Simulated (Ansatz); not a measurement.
**ZrH: tetragonal deformation path**

The calculation used DFT r2SCAN, scalar-relativistic, plane waves, PAW (Ansatz). The runs took a 500 eV cutoff, a Γ-centred 16×16×12 mesh and Gaussian smearing (0.15 eV). No spin polarisation. Energies are free energies at this smearing, counted from the undisturbed cell; pressure is positive in compression.

Reference structure (as given, not relaxed at this level; it stands at 1.0 GPa, and it needn't be the usual structure):

```
CELL_PARAMETERS angstrom
3.24279 0.00000 0.00000
0.00000 3.24279 0.00000
0.00000 0.00000 4.94800
ATOMIC_POSITIONS crystal
Zr 0.00000 0.50000 0.00000
Zr 0.50000 0.00000 0.50000
H 0.00000 0.00000 0.75000
H 0.00000 0.00000 0.25000
```

At fixed volume and fractional coordinates, lengths along (0.000, 0.000, 1.000) are scaled against those across it; ρ is that ratio over its starting value. The cell is metallic on the mesh throughout.

```csv
ρ,ΔE (meV/atom),pressure (GPa)
0.800,44.4,0.5
0.850,33.4,1.2
0.920,14.1,1.5
0.960,4.3,1.3
1.000,0.0,1.0
1.050,4.4,0.5
1.100,20.5,0.1
1.200,83.1,-0.7
1.300,174.2,-0.8
```